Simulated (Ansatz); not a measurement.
**Property card for ScAl3**

Computed with DFT r2SCAN, scalar-relativistic, plane waves, PAW in Ansatz.

Cutoff 500 eV; k points 14×14×14 on the computed 4-atom cell (Γ-centred); Gaussian smearing, width 0.10 eV; no spin polarisation.

The structure is relaxed at this level of theory with its symmetry kept. Whether it is the stable form of this composition wasn't checked.

```cif
data_structure
_symmetry_space_group_name_H-M 'I4/mmm'
_symmetry_Int_Tables_number 139
_cell_length_a 4.0065
_cell_length_b 4.0065
_cell_length_c 8.7542
_cell_angle_alpha 90.000
_cell_angle_beta 90.000
_cell_angle_gamma 90.000
_cell_volume 140.52
loop_
_atom_site_label
_atom_site_type_symbol
_atom_site_symmetry_multiplicity
_atom_site_Wyckoff_symbol
_atom_site_fract_x
_atom_site_fract_y
_atom_site_fract_z
_atom_site_occupancy
Sc1 Sc 2 a 0.00000 0.00000 0.00000 1
Al1 Al 4 d 0.00000 0.50000 0.25000 1
Al2 Al 2 b 0.50000 0.50000 0.00000 1
```

Q: Density of states at the Fermi level?

A: 1.90 states/eV per cell.

Q: Löwdin character within 0.5 eV of the Fermi level?

A: Sc 3d 49 %, Al 3p 39 %, Al 3s 7 %.

Q: Bulk modulus?

A: 89 GPa.

Q: Its pressure derivative?

A: 4.1.

Q: Bader charges (e)?

A: Sc (1 in the cell) 1.31, Al (2 in the cell) -0.47, Al (1 in the cell) -0.37.